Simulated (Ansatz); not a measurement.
A crystal relaxed with r2SCAN in Ansatz 0.2.0 has space group Pmm2 (No. 25) and a = 4.080 Å, b = 8.175 Å, c = 5.779 Å.

| atom | site | x | y | z |
| --- | --- | --- | --- | --- |
| Xx | 2g | 0.0000 | 0.7582 | 0.9998 |
| As | 2h | 0.5000 | 0.7628 | 0.2403 |
| Xx | 1c | 0.5000 | 0.0000 | 0.4980 |
| As | 1a | 0.0000 | 0.0000 | 0.7413 |
| In | 1d | 0.5000 | 0.5000 | 0.5004 |
| As | 1b | 0.0000 | 0.5000 | 0.7799 |

r2SCAN gives a direct gap of 0.57 eV at Γ. With HSE06 the gap is 0.96 eV and direct, at Γ. The PBE gap is direct at Γ: 0.11 eV. Meshes: r2SCAN 6×4×4, HSE06 4×2×4, PBE 6×4×4.

Q: Which element is Xx?
A. B
B. Tl
C. Al
D. Ga

A: D. Xx is Ga: an ordered 8-atom cell of InGa3As4 on the zincblende lattice (Pmm2). Ga has 4 As at 2.46–2.48 Å; As has 3 Ga at 2.45–2.47 Å and 1 In at 2.62 Å; Ga has 4 As at 2.45–2.48 Å; As has 4 Ga at 2.48 Å; In has 4 As at 2.60–2.62 Å; As has 2 Ga at 2.46 Å and 2 In at 2.60 Å.

The calculation is spin-unpolarised, and the structure need not be a phase that has been made.

Spin-orbit coupling is left out, which matters wherever the heavy atoms make up the band edges.

Gaps or overlaps of about a tenth of an eV are at the limit of these meshes: between the points read a gap can be smaller or closed.

The meshes of the hybrids are coarse, so their gaps aren't converged to the digits shown.
